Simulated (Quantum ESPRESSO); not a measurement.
```yaml
crystal:
  lattice:
    - [4.99265, 0.00000, 0.00000]
    - [0.00000, 4.99265, 0.00000]
    - [0.00000, 0.00000, 6.93393]
  atoms:
    - { symbol: Si, position: [0.69866, 0.69866, 0.50000] }
    - { symbol: Si, position: [0.80134, 0.19866, 0.75000] }
    - { symbol: Si, position: [0.30134, 0.30134, 0.00000] }
    - { symbol: Si, position: [0.19866, 0.80134, 0.25000] }
    - { symbol: O, position: [0.89357, 0.76139, 0.32011] }
    - { symbol: O, position: [0.73861, 0.39357, 0.57011] }
    - { symbol: O, position: [0.10643, 0.23861, 0.82011] }
    - { symbol: O, position: [0.26139, 0.60643, 0.07011] }
    - { symbol: O, position: [0.39357, 0.73861, 0.42989] }
    - { symbol: O, position: [0.23861, 0.10643, 0.17989] }
    - { symbol: O, position: [0.60643, 0.26139, 0.92989] }
    - { symbol: O, position: [0.76139, 0.89357, 0.67989] }
```
The geometry is a computed Materials Project entry, not a measured one. It is SiO2 in P4₁2₁2. Stability against distortions was not tested. Forces on the atoms reach 0.14 eV/Å at this level.

A lattice sum over point charges, one formal value an element (Si +4, O -2), with no Sternheimer factor, costs far less than a self-consistent run. Taken along the main axis of each site's self-consistent tensor, it gives:

```json
[
 {"site": "O (atoms 5, 6, 7, 8, 9, 10, …)", "V along that axis, point charges (a.u.)": "0.426"}
]
```

**Question.** How do the values of a PBE PAW density (pw.x of a modified build of Quantum ESPRESSO, JTH datasets) with the all-electron reconstruction of Petrilli and co-workers compare?

**Answer.** 
```json
[
 {"site": "O", "Vzz, PAW (a.u.)": "0.933", "PAW over point charges": "2.2"}
]
```
  Cores are frozen. Against all-electron runs on small test molecules, this scheme's |Vzz| missed by −6 % on Si, −2 to +6 % on O.
